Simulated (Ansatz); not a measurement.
Moving the functional in CsLiCr2Te2S3

```cif
data_structure
_symmetry_space_group_name_H-M 'P3m1'
_symmetry_Int_Tables_number 156
_cell_length_a 3.6036
_cell_length_b 3.6036
_cell_length_c 19.0665
_cell_angle_alpha 90.000
_cell_angle_beta 90.000
_cell_angle_gamma 120.000
_cell_volume 214.42
loop_
_atom_site_label
_atom_site_type_symbol
_atom_site_symmetry_multiplicity
_atom_site_Wyckoff_symbol
_atom_site_fract_x
_atom_site_fract_y
_atom_site_fract_z
_atom_site_occupancy
Cs1 Cs 1 a 0.00000 0.00000 0.37399 1
Li1 Li 1 c 0.66667 0.33333 0.01607 1
Cr1 Cr 1 a 0.00000 0.00000 0.86637 1
Cr2 Cr 1 b 0.33333 0.66667 0.16833 1
Te1 Te 1 b 0.33333 0.66667 0.53891 1
Te2 Te 1 c 0.66667 0.33333 0.77276 1
S1 S 1 a 0.00000 0.00000 0.10030 1
S2 S 1 b 0.33333 0.66667 0.92920 1
S3 S 1 c 0.66667 0.33333 0.23408 1
```

The cell comes from a database or a generator and needn't be the stable form of this composition.

Kept alike: task band structure; k mesh 9 × 9 × 2; occupations fermi-dirac, width 0.05 eV; collinear spin, ferromagnetic start. Program: Ansatz, Ansatz PAW. Cutoffs run from 420 to 500 eV. The mesh is that of the run's cell of 9 atoms. No spin-orbit coupling.

| functional | pressure (GPa) | largest site moment (μB) |
| --- | --- | --- |
| BLYP | 3.67 | 2.72 |
| LDA | -4.88 | 2.72 |
| PBE | 0.02 | 2.74 |
| PBEsol | -2.86 | 2.74 |
| RPBE | 2.10 | 2.76 |
| r2SCAN | 0.17 | 2.82 |
| revPBE | 1.59 | 2.75 |

Pressure is positive in compression, with a Pulay correction for the finite cutoff. For a metal such a mesh leaves the last digits unconverged. The runs hold the magnetic state that their start led to, which needn't be the lowest. Site moments count inside each atom's sphere or projector. All rows use potentials made for PBE.

The pressure runs from -4.88 (LDA) to 3.67 GPa (BLYP). From PBE: BLYP +3.65; LDA -4.90; PBEsol -2.88; RPBE +2.08; r2SCAN +0.15; revPBE +1.57. The largest site moment runs from 2.72 (BLYP; LDA) to 2.82 μB (r2SCAN). From PBE: BLYP -0.02; LDA -0.02; PBEsol +0.00; RPBE +0.02; r2SCAN +0.08; revPBE +0.01.
